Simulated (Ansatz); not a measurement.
**HfSc: strain energy, fitted**

HfSc, P-6m2, a = 3.242 Å, c = 5.095 Å. The structure is a Materials Project entry; whether it is the stable form wasn't checked. Ansatz: r2SCAN, PAW, 500 eV, Γ-centred 15×15×8 mesh on 2 atoms, Gaussian smearing 0.10 eV; no spin polarisation. Series: equal strain along all axes, cell held, atoms fixed by symmetry; x is the strain in per cent. y is the free energy over the unstrained cell, V0 = 23.195 Å³/atom.

| x (%) | y (meV/atom) |
| --- | --- |
| -6.0 | 220.01 |
| -4.0 | 93.65 |
| -2.0 | 22.41 |
| 0.0 | 0.00 |
| 2.0 | 20.40 |
| 4.0 | 77.97 |
| 6.0 | ? |

Question: Fit y = c2 x² + c3 x³ to the other rows, turn c2 into a modulus, and predict the missing energy.

Answer: Least squares on the rows shown. y = 5.3661 x² − 0.12397 x³. In eV per unit strain² c2 is 53.66; the stiffness is B for this strain (E = 9/2 B V0 ε², shape held): 2 × 53.66 × 160.2 / (9 × 23.195) = 82 GPa. At x = 6.0 the fit asked for gives 166.40 meV/atom. The run gave 167.66 meV/atom, so the fit is 1.26 meV/atom too low, 0.57 % of the span of the series, against an rms of 0.08 meV/atom on the fitted rows. The row lies outside the fitted range. With a term in x⁴ added, a fit to the same known rows predicts 167.09 meV/atom, which recovers part of the miss; the known rows don't hold the rest.

Spin–orbit coupling is left out, which can shift energies with elements as heavy as these.